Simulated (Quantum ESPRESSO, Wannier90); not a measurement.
# TiO$_{2}$ (P2₁/c): Wannier90 run

```
begin unit_cell_cart
ang
    4.8127000000    0.0000000000    0.0000000000
    0.0000000000    4.8718800000    0.0000000000
   -0.8628880000    0.0000000000    4.9665890000
end unit_cell_cart
begin atoms_frac
Ti   0.2774400000  0.4471900000 -0.2868500000
Ti  -0.2774400000 -0.4471900000  0.2868500000
Ti  -0.2774400000 -0.0528100000 -0.2131500000
Ti   0.2774400000  0.0528100000  0.2131500000
O    0.4453600000 -0.2576300000 -0.0332300000
O   -0.4453600000  0.2576300000  0.0332300000
O   -0.4453600000  0.2423700000 -0.4667700000
O    0.4453600000 -0.2423700000  0.4667700000
O    0.0638400000  0.3230300000  0.3515600000
O   -0.0638400000 -0.3230300000 -0.3515600000
O   -0.0638400000 -0.1769700000  0.1484400000
O    0.0638400000  0.1769700000 -0.1484400000
end atoms_frac
```

Structure: Materials Project mp-430, symmetrised, not relaxed again. COD (Crystallography Open Database) has the formula in 6 space groups, this one among them (matched by group alone). Level: PBEsol, no spin polarisation, no spin-orbit coupling; pw.x of Quantum ESPRESSO at 68 Ry with PseudoDojo potentials, 4×4×4 k-points, Wannier90. Density: 8×6×6 mesh, cold smearing 0.01 Ry.

A tight-binding model is made by disentanglement and projection with no localisation steps (num_iter = 0), so the 44 orbitals stay atom-like: hydrogen-like Ti: d; O: p, axes along x, y, z; frozen window up to 3.78 eV relative to the valence-band maximum. It follows pw.x to 0.3 meV rms for states up to 3.3 eV relative to the valence-band maximum. Matrix elements depend on this choice of orbitals and windows.

Task: Which pairs of orbitals on different sites are coupled most strongly? Give distance, modulus and how many such pairs a cell has.

Result: 
```tsv
orbital	orbital	distance of the centres (Å)	modulus (eV)	pairs
O px	Ti dxy	1.96	1.73	4
O py	Ti dxy	1.89	1.36	4
O py	Ti dyz	2.01	1.30	4
O pz	Ti dxz	2.05	1.26	4
O py	Ti dxz	1.86	1.25	4
O py	Ti dx2-y2	2.00	1.23	4
O px	Ti dx2-y2	1.89	1.16	4
O pz	Ti dxy	1.88	1.16	4
O px	Ti dxy	2.01	1.10	4
O pz	Ti dz2	1.87	1.10	4
O px	Ti dyz	1.89	1.10	4
O pz	Ti dyz	2.02	1.09	4
O py	Ti dx2-y2	1.97	1.06	4
O pz	Ti dxz	2.10	1.05	4
O pz	Ti dz2	2.05	0.99	4
O py	Ti dxz	2.02	0.97	4
O px	Ti dxz	2.04	0.97	4
O pz	Ti dxy	1.99	0.97	4
O px	Ti dz2	2.05	0.96	4
O px	Ti dyz	2.02	0.93	4
O px	Ti dxy	1.90	0.92	4
O py	O py	2.44	0.91	2
O pz	Ti dyz	2.01	0.90	4
O py	Ti dz2	2.05	0.90	4
O pz	Ti dz2	2.00	0.90	4
O pz	Ti dyz	2.12	0.85	4
O px	Ti dyz	2.00	0.85	4
O px	Ti dyz	2.18	0.82	4
O pz	Ti dxy	2.00	0.82	4
O pz	Ti dxy	2.10	0.82	4
```
